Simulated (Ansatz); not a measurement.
NbIr:
```yaml
crystal:
  lattice:
    - [0.00000, 2.63563, 2.63563]
    - [2.63563, 0.00000, 2.63563]
    - [2.63563, 2.63563, 0.00000]
  atoms:
    - { symbol: Ir, position: [0.00000, 0.00000, 0.00000] }
    - { symbol: Nb, position: [0.50000, 0.50000, 0.50000] }
```

This is the PBE-relaxed structure.

### Question
All from the program Ansatz at the PBE level (PAW), unless another level is named. Predict the density of states at the Fermi level.

### Answer
0.71 states/eV per atom (mean over ±0.08 eV).

### Question
What about the formation energy from the elements (no fitted shifts)?

### Answer
0.072 eV/atom.

### Question
Give the gap with spin–orbit coupling.

### Answer
none (metallic).

Space group Fm-3m (rock salt). The start of the workflow was typed in or built on a structure type; neither database checked (COD, Materials Project) lists it. COD files the formula under space group No. 123, so this cell is another polymorph or a model. Whether it is the stable phase at ambient conditions was not checked. Symmetry was held in the PBE relaxation; its stability against distortions is not shown here. The run is not spin-polarised. The references are the lowest solids computed at this level, not always the standard phases. Spin–orbit coupling is left out wherever it is not named.

Potentials: the earlier of the program's two PAW sets.
